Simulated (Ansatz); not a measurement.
A relaxed structure of CoSi2. Space group Fm-3m (No. 225), AFLOW prototype AB2_cF12_225_a_c (C1, as in CaF2). Calculation: r2SCAN (plane waves to 500 eV, PAW, scalar-relativistic; Ansatz, an electronic-structure program).

```xyz
3
Lattice="0.0000 2.6573 2.6573 2.6573 0.0000 2.6573 2.6573 2.6573 0.0000" Properties=species:S:1:pos:R:3 pbc="T T T"
Co     0.0000     0.0000     0.0000
Si     1.3287     1.3287     1.3287
Si     3.9860     3.9860     3.9860
```

### Question
What is the computed magnetic moment (r2SCAN)?

### Answer
Zero (the starting moments vanished).

No spin polarisation in the result: the starting moments vanished. The relaxed primitive cell holds an odd number of electrons. A magnetic state may lie lower.

The run could not lose the symmetry of its start.

The first start was generated by placing the elements on the sites of a structure type. A measured structure of CoSi2 has the same space group, Fm-3m (No. 225); the sites were not compared with it.
